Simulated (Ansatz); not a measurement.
A: Sc3SnB (anti-perovskite), a = 4.6022 Å, b = 4.6022 Å, c = 4.6022 Å, α = 90.00°, β = 90.00°, γ = 90.00°
B: AlAs (zinc blende), a = b = c = 5.6747 Å, α = β = γ = 90.00°
C: CsSnI3 (cubic perovskite), a = b = c = 6.130 Å, α = β = γ = 90.00°
D: CdTe (zinc blende), a = b = c = 6.489 Å, α = β = γ = 90.00°

Scan: energy over volume and axial ratio (atoms clamped). All come from one method, each on a k mesh of its own. All were relaxed with their symmetry unable to fall. At this level the bands of Sc3SnB touch or barely overlap. Sc3SnB is run without spin polarisation. Spin-orbit coupling is left out. This is a high-temperature form of CsSnI3.

Q: Rank these by shear modulus C′ = (C11 − C12)/2 (fitted) (lowest first), as PBEsol (plane waves to 420 eV, PAW, scalar-relativistic; Ansatz, a first-principles code) gives it.

A: D (9 GPa), C (20 GPa), B (27 GPa), A (90 GPa)

(A scan under strain: stresses follow from slopes of the energy per volume, elastic moduli from its curvatures.)
